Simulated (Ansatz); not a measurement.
A distorted cell of ZrO2 (fluorite):

```yaml
crystal:
  lattice:
    - [0.00000, 2.48899, 2.58855]
    - [2.48899, 0.00000, 2.58855]
    - [2.48899, 2.48899, 0.00000]
  atoms:
    - { symbol: Zr, position: [0.00000, 0.00000, 0.00000] }
    - { symbol: O, position: [0.25000, 0.25000, 0.25000] }
    - { symbol: O, position: [0.75000, 0.75000, 0.75000] }
```

Computed with r2SCAN (plane waves to 500 eV, PAW, scalar-relativistic; Ansatz, a quantum-chemistry and plane-wave program). k mesh 11×11×11 (Γ-centred), Fermi-Dirac smearing 0.05 eV. Energies are smeared free energies. Compression counts positive. The PAW data are Ansatz's earlier set. This is a high-temperature form of ZrO2. ZrO2 is run without spin polarisation. ZrO2 was relaxed with its symmetry unable to fall.

Task: What is the stress tensor (GPa)?

Result: 
```
   13.7      0.0      0.0
    0.0     13.7      0.0
    0.0      0.0     -5.1
```
The pressure, a third of the trace, is 7.4 GPa.

Task: It is the relaxed cell deformed to V/V₀ = 0.973, (c/a)/(c/a)₀ = 1.040, c along z, fractional positions held. What is its energy relative to the relaxed cell?

Result: 22.9 meV/atom.

(Under strain, the slope of the energy per volume gives the stress and its curvature an elastic modulus.)
